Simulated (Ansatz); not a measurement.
Problem. Each is relaxed and computed with plane-wave PAW r²SCAN (Ansatz code). Which is the only metal?
(A) Ge2Mo, Pnma (Ge on 4c, Ge on 4c, Mo on 4c)
(B) AlCuGeSe4, I-4 (Al on 2c, Cu on 2a, Ge on 2b, Se on 8g)
(C) ZnGeAs2, chalcopyrite
(D) In2Ge2O7, C2/m (Pearson symbol mS22)

Solution. A, Ge2Mo, Pnma (Ge on 4c, Ge on 4c, Mo on 4c). Ge2Mo: metal; In2Ge2O7: gap 2.75 eV (direct); AlCuGeSe4: gap 1.34 eV (indirect); ZnGeAs2: gap 0.60 eV (direct). Standing as an ambient phase not checked: Ge2Mo, Pnma (Ge on 4c, Ge on 4c, Mo on 4c); In2Ge2O7, C2/m (Pearson symbol mS22); AlCuGeSe4, I-4 (Al on 2c, Cu on 2a, Ge on 2b, Se on 8g); ZnGeAs2, chalcopyrite. All cells were relaxed under the symmetry of their starts (and spin orders); stability against distortions was not tested throughout. Rows with no word on spin ran without spin polarisation. Spin–orbit coupling is left out wherever it is not named.

Potentials: the later of the program's two PAW sets.
